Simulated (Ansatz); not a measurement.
HgS in space group P4_2/mmc (No. 131; Hg on 2c, S on 2e) at seven volumes, plane-wave PAW PBE (Ansatz code), shape and atoms relaxed at each. One row is withheld.

```tsv
V (Å³/atom)	P (GPa)
25.324	4.22
26.159	2.76
26.994	1.29
27.829	0.00
28.663	-1.09
29.498	?
30.333	-2.82
```

Question: Fit the shown pressures and predict the withheld one.

Answer: P = (3/2)B₀(x^(7/2) − x^(5/2))[1 + (3/4)(B′ − 4)(x − 1)] with x = (V₀/V)^(2/3). Least squares on the six rows gives V₀ = 27.857 Å³/atom, B₀ = 38.5 GPa, B′ = 3.23. At V = 29.498, x = 0.9626 and P = -2.01 GPa. The run itself gave -2.01 GPa.

A made-up cell: these elements were put on the sites of a structure type; neither database checked (COD, Materials Project) lists it. COD files the formula under space group No. 152, 154, 166, 216, so this cell is another polymorph or a model. Its standing as an ambient phase is unchecked. The cell was relaxed with PBE under the symmetry of its start; whether a distortion lowers the energy is not shown. Scalar-relativistic: spin–orbit coupling is off unless named, which matters more the heavier the elements.

Potentials: the later of the program's two PAW sets.
